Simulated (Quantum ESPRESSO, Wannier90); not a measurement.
Au (fcc (Cu type)), plane waves to Wannier functions

```
begin unit_cell_cart
ang
    0.0000000000    2.0856450000    2.0856450000
    2.0856450000    0.0000000000    2.0856450000
    2.0856450000    2.0856450000    0.0000000000
end unit_cell_cart
begin atoms_frac
Au   0.0000000000  0.0000000000  0.0000000000
end atoms_frac
```

Materials Project entry mp-81; symmetrised, unrelaxed at this level. This is the element's usual structure. Method: PBEsol plane waves in Quantum ESPRESSO 7.5 (PseudoDojo norm-conserving files, 61 Ry, no spin polarisation, no spin-orbit coupling), Bloch states on a 12×12×12 mesh through Γ, Wannier90 4.0.1. Density: 18×18×18 mesh, cold smearing 0.01 Ry. Spin-orbit coupling is left out although heavy elements are present.

A tight-binding model is made by disentanglement and projection with no localisation steps (num_iter = 0), so the 9 orbitals stay atom-like: hydrogen-like Au: s;p;d, axes along x, y, z; frozen window up to 1.50 eV relative to the Fermi level. It follows pw.x to 1.2 meV rms for states up to 1.0 eV relative to the Fermi level. Matrix elements depend on this choice of orbitals and windows.

The 30 largest hoppings ⟨m,0|H|n,R⟩ between different sites (one of each Hermitian pair; signs follow the real orbitals' lobes; the list may end inside a set of equal values):

```tsv
m	n	R	distance of the centres (Å)	t (eV)
Au1 px	Au1 py	1 -1 0	2.95	-1.732
Au1 py	Au1 px	1 -1 0	2.95	-1.732
Au1 pz	Au1 px	1 0 -1	2.95	-1.732
Au1 px	Au1 pz	1 0 -1	2.95	-1.732
Au1 pz	Au1 py	0 1 -1	2.95	-1.732
Au1 py	Au1 pz	0 1 -1	2.95	-1.732
Au1 px	Au1 py	0 0 1	2.95	1.732
Au1 py	Au1 px	0 0 1	2.95	1.732
Au1 py	Au1 pz	1 0 0	2.95	1.732
Au1 pz	Au1 py	1 0 0	2.95	1.732
Au1 px	Au1 pz	0 1 0	2.95	1.731
Au1 pz	Au1 px	0 1 0	2.95	1.731
Au1 pz	Au1 pz	1 0 -1	2.95	1.210
Au1 pz	Au1 pz	0 1 0	2.95	1.210
Au1 px	Au1 px	1 -1 0	2.95	1.209
Au1 px	Au1 px	0 0 1	2.95	1.209
Au1 pz	Au1 pz	1 0 0	2.95	1.209
Au1 pz	Au1 pz	0 1 -1	2.95	1.209
Au1 px	Au1 px	0 1 0	2.95	1.208
Au1 px	Au1 px	1 0 -1	2.95	1.208
Au1 py	Au1 py	1 0 0	2.95	1.208
Au1 py	Au1 py	0 1 -1	2.95	1.208
Au1 py	Au1 py	1 -1 0	2.95	1.207
Au1 py	Au1 py	0 0 1	2.95	1.207
Au1 s	Au1 px	1 -1 0	2.95	-1.156
Au1 px	Au1 s	1 -1 0	2.95	1.156
Au1 px	Au1 s	0 0 1	2.95	-1.156
Au1 s	Au1 px	0 0 1	2.95	1.156
Au1 s	Au1 pz	0 1 -1	2.95	1.156
Au1 pz	Au1 s	0 1 -1	2.95	-1.156
```
